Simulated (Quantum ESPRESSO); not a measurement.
Si6AsAl, input and log of a self-consistent run

Computed values, not a measurement. The program is pw.x of Quantum ESPRESSO 7.5 (plane-wave density functional theory). The cell is made up: 8 atoms on a zincblende/diamond lattice, with randomly drawn elements, strain and displacements, not relaxed. PseudoDojo standard norm-conserving files (v0.5 for PBE, v0.4.1 for LDA and PBEsol) set the functional; there is no spin polarisation, spin-orbit coupling or dispersion term, and the masses in the input are unused placeholders.

Input:

```
&control calculation='scf', pseudo_dir='./dojo.nc.sr.pbe.v0_5.standard.upf', outdir='./o', disk_io='medium', tprnfor=.true., tstress=.true. /
&system ibrav=0, nat=8, ntyp=3, nbnd=31, ecutwfc=84.00895049, nosym=.true., tot_charge=0,
 occupations='smearing', smearing='fd', degauss=0.0073498644
/
&electrons conv_thr=7.350e-09, electron_maxstep=60, /
ATOMIC_SPECIES
Al 1.0 Al.upf
As 1.0 As.upf
Si 1.0 Si.upf
CELL_PARAMETERS angstrom
5.3896 -0.0722 -0.0642
-0.0722 5.3505 0.0186
-0.0642 0.0186 5.4194
ATOMIC_POSITIONS angstrom
Si 0.0821 0.0675 -0.0537
Si -0.0176 2.7083 2.804
As 2.664 -0.1303 2.6168
Si 2.6765 2.6742 0.0288
Si 1.368 1.3824 1.405
Si 1.2173 4.0937 4.0917
Al 3.9651 1.3058 4.0037
Si 3.9684 4.0247 1.4053
K_POINTS automatic
6 6 6 1 1 1
```

The log is shortened where brackets say so; the opening notice, blank lines, dates and the lines on written files are dropped, and the path of the files is cut. It prints rydbergs, bohrs and kilobars, and counts compression as positive stress.

```
     Program PWSCF v.7.5
     Parallel version (MPI & OpenMP), running on       1 processor cores
     Number of MPI processes:                 1
     Threads/MPI process:                     1
     [start-up lines left out]
     bravais-lattice index     =            0
     lattice parameter (alat)  =      10.1865  a.u.
     unit-cell volume          =    1054.2757 (a.u.)^3
     number of atoms/cell      =            8
     number of atomic types    =            3
     number of electrons       =        42.00
     number of Kohn-Sham states=           31
     kinetic-energy cutoff     =      84.0090  Ry
     charge density cutoff     =     336.0358  Ry
     scf convergence threshold =      7.3E-09
     mixing beta               =       0.7000
     number of iterations used =            8  plain     mixing
     Exchange-correlation= PBE
                           (   1   4   3   4   0   0   0)
     [axes and pseudopotential details left out]
   Cartesian axes
     site n.     atom                  positions (alat units)
         1        Si     tau(   1) = (   0.0152306   0.0125221  -0.0099620  )
         2        Si     tau(   2) = (  -0.0032650   0.5024241   0.5201777  )
         3        As     tau(   3) = (   0.4942059  -0.0241723   0.4854497  )
         4        Si     tau(   4) = (   0.4965248   0.4960981   0.0053428  )
         5        Si     tau(   5) = (   0.2537814   0.2564528   0.2606454  )
         6        Si     tau(   6) = (   0.2258246   0.7594334   0.7590624  )
         7        Al     tau(   7) = (   0.7355765   0.2422425   0.7427373  )
         8        Si     tau(   8) = (   0.7361887   0.7466331   0.2607010  )
     number of k points=   108  Fermi-Dirac smearing, width (Ry)=  0.0073
     Number of k-points >= 100: set verbosity='high' to print them.
     Dense  grid:   109729 G-vectors     FFT dimensions: (  60,  60,  60)
     Estimated max dynamical RAM per process >     134.36 MB
     Initial potential from superposition of free atoms
     starting charge      41.9936, renormalised to      42.0000
     Starting wfcs are   37 randomized atomic wfcs
     total cpu time spent up to now is       25.4 secs
     per-process dynamical memory:    85.7 Mb
     Self-consistent Calculation
     iteration #  1     ecut=    84.01 Ry     beta= 0.70
     Davidson diagonalization with overlap
     ethr =  1.00E-02,  avg # of iterations =  5.0
     Threshold (ethr) on eigenvalues was too large:
     Diagonalizing with lowered threshold
     Davidson diagonalization with overlap
     ethr =  6.24E-04,  avg # of iterations =  3.1
     total cpu time spent up to now is      161.0 secs
     total energy              =    -267.41719910 Ry
     estimated scf accuracy    <       0.28121400 Ry
     iteration #  2     ecut=    84.01 Ry     beta= 0.70
     Davidson diagonalization with overlap
     ethr =  6.70E-04,  avg # of iterations =  2.6
     total cpu time spent up to now is      218.3 secs
     total energy              =    -267.43352932 Ry
     estimated scf accuracy    <       0.07089132 Ry
     iteration #  3     ecut=    84.01 Ry     beta= 0.70
     Davidson diagonalization with overlap
     ethr =  1.69E-04,  avg # of iterations =  5.4
     total cpu time spent up to now is      294.7 secs
     total energy              =    -267.45398816 Ry
     estimated scf accuracy    <       0.02150899 Ry
     iteration #  4     ecut=    84.01 Ry     beta= 0.70
     Davidson diagonalization with overlap
     ethr =  5.12E-05,  avg # of iterations =  5.5
     total cpu time spent up to now is      361.4 secs
     total energy              =    -267.45794436 Ry
     estimated scf accuracy    <       0.00031788 Ry
     iteration #  5     ecut=    84.01 Ry     beta= 0.70
     Davidson diagonalization with overlap
     c_bands:  1 eigenvalues not converged
     c_bands:  1 eigenvalues not converged
     ethr =  7.57E-07,  avg # of iterations =  9.6
     total cpu time spent up to now is      442.2 secs
     total energy              =    -267.45806457 Ry
     estimated scf accuracy    <       0.00009453 Ry
     iteration #  6     ecut=    84.01 Ry     beta= 0.70
     Davidson diagonalization with overlap
     ethr =  2.25E-07,  avg # of iterations =  2.1
     total cpu time spent up to now is      499.2 secs
     total energy              =    -267.45808684 Ry
     estimated scf accuracy    <       0.00001372 Ry
     iteration #  7     ecut=    84.01 Ry     beta= 0.70
     Davidson diagonalization with overlap
     ethr =  3.27E-08,  avg # of iterations =  2.0
     total cpu time spent up to now is      570.0 secs
     total energy              =    -267.45808938 Ry
     estimated scf accuracy    <       0.00000039 Ry
     iteration #  8     ecut=    84.01 Ry     beta= 0.70
     Davidson diagonalization with overlap
     ethr =  9.29E-10,  avg # of iterations =  4.0
     total cpu time spent up to now is      640.9 secs
     total energy              =    -267.45808960 Ry
     estimated scf accuracy    <       0.00000008 Ry
     iteration #  9     ecut=    84.01 Ry     beta= 0.70
     Davidson diagonalization with overlap
     ethr =  1.86E-10,  avg # of iterations =  2.0
     total cpu time spent up to now is      722.5 secs
     total energy              =    -267.45808962 Ry
     estimated scf accuracy    <       0.00000002 Ry
     iteration # 10     ecut=    84.01 Ry     beta= 0.70
     Davidson diagonalization with overlap
     ethr =  3.95E-11,  avg # of iterations =  2.0
     total cpu time spent up to now is      792.0 secs
     End of self-consistent calculation
     Number of k-points >= 100: set verbosity='high' to print the bands.
     the Fermi energy is     7.3396 ev
!    total energy              =    -267.45808962 Ry
     estimated scf accuracy    <          6.3E-10 Ry
     smearing contrib. (-TS)   =      -0.00132880 Ry
     internal energy E=F+TS    =    -267.45676082 Ry
     The total energy is F=E-TS. E is the sum of the following terms:
     one-electron contribution =    -149.81570446 Ry
     hartree contribution      =      93.33515927 Ry
     xc contribution           =     -68.48057544 Ry
     ewald contribution        =    -142.49564018 Ry
     convergence has been achieved in  10 iterations
     Forces acting on atoms (cartesian axes, Ry/au):
     atom    1 type  3   force =    -0.02603112    0.00286398    0.05886374
     atom    2 type  3   force =    -0.00721498    0.00413824   -0.04061980
     atom    3 type  2   force =    -0.02130397    0.05811168    0.03725977
     atom    4 type  3   force =     0.00424057    0.01222043   -0.01743845
     atom    5 type  3   force =    -0.03819027    0.01551724   -0.02590485
     atom    6 type  3   force =     0.01530426   -0.05221333    0.04011224
     atom    7 type  1   force =    -0.01483862    0.01588633    0.02740359
     atom    8 type  3   force =     0.08803412   -0.05652457   -0.07967624
     Total force =     0.192398     Total SCF correction =     0.000074
     Computing stress (Cartesian axis) and pressure
          total   stress  (Ry/bohr**3)                   (kbar)     P=       93.59
   0.00067364   0.00005332  -0.00005503           99.10        7.84       -8.10
   0.00005332   0.00066052   0.00004902            7.84       97.17        7.21
  -0.00005503   0.00004902   0.00057441           -8.10        7.21       84.50
     init_run     :     21.73s CPU     25.28s WALL (       1 calls)
     electrons    :    712.23s CPU    767.77s WALL (       1 calls)
     forces       :     13.23s CPU     13.43s WALL (       1 calls)
     stress       :     44.81s CPU     44.98s WALL (       1 calls)
     [timing details left out]
     PWSCF        :  13m12.37s CPU  14m12.84s WALL
     JOB DONE.
```

In other units: free energy -3638.953 eV for the cell, pressure 9.36 GPa, largest force component 2.263 eV/Å. A rerun of a related cell, with the same atoms placed differently, at 1437 eV and a 8 x 8 x 8 mesh moved values by no more than 0.002 eV in energy, 0.02 GPa in stress and 0.003 eV/Å in force.